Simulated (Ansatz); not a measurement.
**Compressing CaNi$_{2}$: a fit and a missing row**

CaNi$_{2}$, Fd-3m, a = 7.115 Å. The structure is a Materials Project entry; whether it is the stable form wasn't checked. Ansatz: r2SCAN, PAW, 500 eV, Γ-centred 10×10×10 mesh on 6 atoms, Gaussian smearing 0.10 eV; no spin polarisation. Symmetry fixes shape and atoms, so the cell is only scaled; pressure is positive in compression.

```
V (Å³/atom) P (GPa)
     14.107        ?
     14.558     3.32
     15.008     0.00
     15.458    -2.83
     15.908    -5.24
```

Q: Take V0 = 15.008 Å³/atom, fit the third-order Birch–Murnaghan form to the other rows, and predict the missing pressure.

A: With the Eulerian strain f = ½[(V0/V)^(2/3) − 1] and y = P/[3f(1 + 2f)^(5/2)], the form is the line y = B0 + 1.5 B0 (B0′ − 4) f. Rows (f, y): 0.01025, 102.6; -0.00975, 101.6; -0.01904, 101.1. Means f = -0.006180, y = 101.77; Σ(Δf)² = 0.0004481, ΣΔfΔy = 0.02286; the slope is their ratio. y = 102.1 + 51.02 f GPa, so B0 = 102.1 GPa and B0′ = 4 + 2 × (51.02)/(3 × 102.1) = 4.33. At V = 14.107, f = 0.02107, y = 103.17 and P = 7.23 GPa. The run gave 7.23 GPa, the same to the digits shown. The form still works here, 33 % of the fitted range beyond its end.

Spin polarisation was left out, and a magnetic state may lie lower.

Cost: 5 runs of about 5.4 core-minutes in all, on Arm Neoverse V1 (shared hosts).